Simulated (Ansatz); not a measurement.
A crystal relaxed with r2SCAN in Ansatz 0.2.0 has space group Amm2 (No. 38) and a = 4.094 Å, b = 8.198 Å, c = 11.604 Å.

```tsv
atom	site	x	y	z
Ga	2a	0.0000	0.5000	0.4996
Xx	4e	0.5000	0.2507	0.7501
Xx	2a	0.0000	0.5000	0.9993
P	2b	0.5000	0.5000	0.6149
P	4d	0.0000	0.2391	0.8805
P	2b	0.5000	0.5000	0.1249
```

With r2SCAN the gap is 0.97 eV and direct, at Γ. The HSE06 gap is direct at Γ: 1.37 eV. With PBE the gap is 0.57 eV and direct, at Γ. Meshes: r2SCAN 6×4×4, HSE06 4×2×2, PBE 6×4×4.

Problem. Which element is Xx?
A. In
B. B
C. Tl
D. Al

Solution. A. Xx is In: In3GaP4, ordered on the zincblende lattice (Amm2) with 8 atoms a cell. Around Ga lie 4 P at 2.40–2.45 Å; around In lie 4 P at 2.52–2.58 Å; around In lie 4 P at 2.51–2.54 Å; around P lie 2 Ga at 2.45 Å and 2 In at 2.58 Å; around P lie 1 Ga at 2.40 Å and 3 In at 2.54–2.55 Å; around P lie 4 In at 2.51–2.52 Å.

Simulation only: spin-unpolarised, and no claim that this is the phase found in nature.

No spin-orbit coupling is included; it can move band edges with weight on the heavy atoms by tenths of an eV.

The meshes of the hybrids are coarse, so their gaps aren't converged to the digits shown.
